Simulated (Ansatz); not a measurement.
Data:

Starting cell, SnO$_{2}$ (rutile):

```xyz
6
Lattice="4.8276 0.0000 0.0000 0.0000 4.8276 0.0000 0.0000 0.0000 3.2379" Properties=species:S:1:pos:R:3 pbc="T T T"
Sn     0.0000     0.0000     0.0000
Sn     2.4138     2.4138     1.6190
O      1.4801     1.4801     0.0000
O      3.8939     0.9337     1.6190
O      0.9337     3.8939     1.6190
O      3.3474     3.3474     0.0000
```

Two-dimensional scan of atom 5 (O, nearest neighbour Sn at 2.089 Å; its periodic images, 3.2 Å or more away, move with it): u runs along (0.707, 0.707, 0.000), v along (0.000, 0.000, 1.000) (Cartesian). Cell and other atoms are fixed.

Method: PBE (plane waves to 420 eV, PAW, scalar-relativistic; Ansatz, a program for electronic structure). k mesh 6×6×8 (Γ-centred), Fermi-Dirac smearing 0.05 eV. Energies are smeared free energies. SnO2 was relaxed with its symmetry unable to fall. The PAW data are Ansatz's earlier set. The zero of ΔE is the undisplaced structure. Axes are in Å.

The scan covers u from -0.520 to 0.520 Å in 7 points and v from -0.520 to 0.520 Å in 7 points.

Is the undisplaced position a minimum, a maximum or a saddle of this map?

A minimum.

In which direction of the plane is the atom held most weakly?

Along u.

What are the two principal curvatures of the energy at the centre?

3.5 and 11.6 eV/Å².

(A displaced cell: forces are minus the slopes of the energy, force constants its curvatures, and phonons follow from these.)
